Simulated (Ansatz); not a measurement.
The elements of this relaxed trial crystal are hidden behind letters.

```
lattice vectors (Å)
   4.1360    0.0000    0.0000
  -2.0680    3.5819    0.0000
   0.0000    0.0000    5.0230
fractional positions
X 0.3333 0.6667 0.3177
X 0.6667 0.3333 0.6823
X 0.0000 0.0000 0.0000
Z 0.0000 0.0000 0.5000
```

All numbers below come from DFT PBE, scalar-relativistic, plane waves, PAW in Ansatz. The final run on the 4-atom cell used 420 eV, a Γ-centred 12×12×10 mesh, 0.10 eV smearing and no spin polarisation.

* Space group: P-3m1 (No. 164)
* Conventional cell: a = 4.136 Å, c = 5.023 Å
* Volume per atom: 18.60 Å³
* Density: 6.16 g/cm³
* Formation energy: −0.52 eV/atom
* Gap on the 12×12×10 mesh of the 4-atom cell: 0 eV (a metal)

Energies are uncorrected and count from the elements' standard states at the same level.

Question: X is a p-block element of period 3 and Z is a d-block element of period 6. Which elements are they?

Answer: X = Al, Z = Pt, so the formula is Al3Pt. Density times volume gives a mean mass of 6.16 × 18.60/1.6605 = 69.0 u per atom, and this set has 69.0 u. Al on a site of symmetry 3m has 3 Pt at 2.56 Å and 6 Al at 2.87–3.01 Å; Al on a site of symmetry -3m has 2 Pt at 2.51 Å and 6 Al at 2.87 Å; Pt is surrounded by 8 Al at 2.51–2.56 Å. Other sets within the hints have nearly the same mass, so mass alone doesn't settle it; this one was computed.

These runs have no spin–orbit coupling, which can matter for Pt. A later test with randomly moved atoms came back to the same energy, though modes that don't fit the test's cell weren't probed.
